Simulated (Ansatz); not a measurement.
Input and command of a calculation in Ansatz (plane waves; scalar-relativistic PAW potentials unless the input names others):

```yaml
crystal:
  lattice:
    - [2.8579235682, 0.3436213088, 0.3436213088]
    - [0.3436213088, 2.8579235682, 0.3436213088]
    - [0.3436213088, 0.3436213088, 2.8579235682]
  atoms:
    - { symbol: Al, position: [0.0, 0.0, 0.0] }
    - { symbol: Co, position: [0.5, 0.5, 0.5] }
basis:
  ecutwfc: "520 ev"
kpoints:
  mp_grid: { grid: [18, 18, 18] }
hamiltonian:
  xc: pbesol
scf:
  occupations: { method: gaussian, width: 0.15 }
  max_iter: 50
output:
  forces: true
  eigenvalues: true
  stress: true
```

```bash
ansatz run input.yaml --threads 1 --pin off --max-ram 2560MiB --backend cpu --events-out ev --progress --plain --runs-dir out
```

**Question.** Will this input run?

**Answer.** The program refuses it, because of a cutoff in the wrong unit (basis.ecutwfc: 420 → "520 ev"). With the sound run's settings it is accepted.

Abridged log:
```
Error: YAML parse error: error: line 10 column 12: unknown unit factor `ev` — a unit is read by its exact case: `eV` is a unit here, `ev` is not
  --> <input>:10:12
   |
 8 |     - { symbol: Co, position: [0.5, 0.5, 0.5] }
 9 | basis:
10 |   ecutwfc: "520 ev"
   |            ^ unknown unit factor `ev` — a unit is read by its exact case: `eV` is a unit here, `ev` is not
11 | kpoints:
12 |   mp_grid: { grid: [18, 18, 18] }
   |
```